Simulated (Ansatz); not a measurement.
# Ca7NiS8: from the end of a run back to its start

Ca7NiS8 is taken as a small unrelaxed cell with one substitutional d or f atom, 16 atoms in the cell. One Ca of COD entry 1011236 is replaced by Ni, with no charge compensation. All atoms are displaced slightly at random.

```yaml
crystal:
  lattice:
    - [5.68600, 0.00000, 0.00000]
    - [0.00000, 11.37200, 0.00000]
    - [0.00000, 0.00000, 5.68600]
  atoms:
    - { symbol: Ca, position: [0.00530, 0.99874, 0.00330] }
    - { symbol: Ca, position: [0.00198, 0.50120, 0.99133] }
    - { symbol: S, position: [0.50124, 0.00458, 0.99845] }
    - { symbol: S, position: [0.49710, 0.50740, 0.99322] }
    - { symbol: Ca, position: [0.99328, 0.25327, 0.50092] }
    - { symbol: Ca, position: [0.00052, 0.75025, 0.49802] }
    - { symbol: S, position: [0.50035, 0.25063, 0.50258] }
    - { symbol: S, position: [0.48945, 0.74951, 0.50620] }
    - { symbol: Ca, position: [0.50550, 0.00076, 0.51005] }
    - { symbol: Ca, position: [0.50743, 0.49564, 0.49900] }
    - { symbol: S, position: [0.99950, 0.99871, 0.50545] }
    - { symbol: S, position: [0.98526, 0.50261, 0.50168] }
    - { symbol: Ca, position: [0.51627, 0.25106, 0.99780] }
    - { symbol: Ni, position: [0.50776, 0.74523, 0.00316] }
    - { symbol: S, position: [0.01316, 0.25652, 0.99562] }
    - { symbol: S, position: [0.99415, 0.75066, 0.00699] }
```

Atoms are numbered from 1 in the order listed.

All numbers below come from DFT, PBEsol+U, PAW, plane waves, scalar-relativistic in Ansatz development build ahead of 0.2.0.

```
Hubbard term (Dudarev form) : U − J = 6.2 eV on Ni d, on Löwdin-orthonormalised all-electron atomic orbitals
Plane-wave cutoff           : 420 eV
k-point mesh                : 2×1×2 (Γ-centred)
Occupations                 : Gaussian smearing, 0.01 eV
```

The total moment includes the space between the atomic spheres.

A static U favours moments and orbital order; the result depends on U and need not be the measured state. With one magnetic atom in the cell its copies can only be parallel; orders in a larger cell may lie lower.

The mesh is coarse, so energy differences (and at times their sign) aren't converged.

“Plain SCF” means no search for lower states.

One run gave this history:

```
iteration  Harris–Foulkes energy + 25471 (eV)  largest residual (eV)  M (μB)  absolute moment (μB)
        1                              0.0952               3.08e+01    0.50                  0.51
        2                              1.6338               7.00e+01    2.40                  2.43
        3                              4.4580               7.18e+00    1.50                  1.64
        4                              4.2464               2.85e+00    1.50                  1.59
        5                              4.0226               1.15e+00    1.50                  1.62
        6                              3.7440               8.79e-01    1.50                  1.71
        8                              3.6488               3.08e-01    1.50                  1.71
       10                              3.5827               1.28e-01    1.50                  1.73
       12                              3.5958               4.83e-01    1.96                  1.99
       13                              3.6124               5.82e-03    1.50                  1.71
       15                              3.6126               1.34e-03    1.50                  1.71
       17                              3.6121               7.76e-04    1.50                  1.70
       19                              3.6119               1.84e-05    1.50                  1.70
       20                              3.6121               1.58e-07    1.50                  1.70
       22                              3.6121               3.67e-08    1.50                  1.70
       24                              3.6121               1.26e-08    1.50                  1.70
```

It ended spin-polarised, site moments S3 0.03, S4 0.02, S7 0.00, S8 -0.03, S11 0.00, S12 0.00, Ni14 1.47, S15 0.00, S16 -0.03 μB, total 1.50 μB per cell, no gap on the k-mesh.

Question: These set-ups ended in different states. Which one gave the run above?
A. spin on, no moments given (the program may seed its own), plain SCF
B. usual moment, plain SCF [Ni14 2.00 μB]
C. usual moment times 0.65, plain SCF [Ni14 1.30 μB]
D. usual moment scaled by 0.2, plain SCF [Ni14 0.40 μB]

Answer: D. The others ended as follows, with energies against this run: “usual moment, plain SCF” spin-polarised, -1.3 meV/atom; “spin on, no moments given (the program may seed its own), plain SCF” spin-polarised, +9.3 meV/atom; “usual moment times 0.65, plain SCF” spin-polarised, -5.6 meV/atom.
